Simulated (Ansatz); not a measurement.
BaTiO3:
```xyz
5
Lattice="3.9941 0.0000 0.0000 0.0000 3.9941 0.0000 0.0000 0.0000 3.9941" Properties=species:S:1:pos:R:3 pbc="T T T"
Ba     0.0000     0.0000     0.0000
Ti     1.9970     1.9970     1.9970
O      0.0000     1.9970     1.9970
O      1.9970     1.9970     0.0000
O      1.9970     0.0000     1.9970
```

DFT-r²SCAN in the program Ansatz with PAW potentials gives a gap of 2.17 eV without spin–orbit coupling, maximum at R, minimum at Γ.

Question: What happens when spin–orbit coupling is switched on?

Answer: The gap decreases by 0.01 eV, to 2.16 eV; maximum at R, minimum at Γ.

Question: Give the electron effective mass with spin–orbit coupling, band 1 of 2 at the edge.

Answer: 1.2 along [100], 0.83 along [110], 0.69 along [111] (mₑ).

Question: Give the electron effective mass with spin–orbit coupling, band 2 of 2 at the edge.

Answer: 0.44 along [100], 0.51 along [110], 0.59 along [111] (mₑ).

Space group Pm-3m (cubic perovskite). This is a known high-temperature phase of the composition, computed here at zero pressure and temperature. Symmetry was held in the r²SCAN relaxation; its stability against distortions is not shown here. No spin polarisation was allowed.

Potentials: the later of the program's two PAW sets.
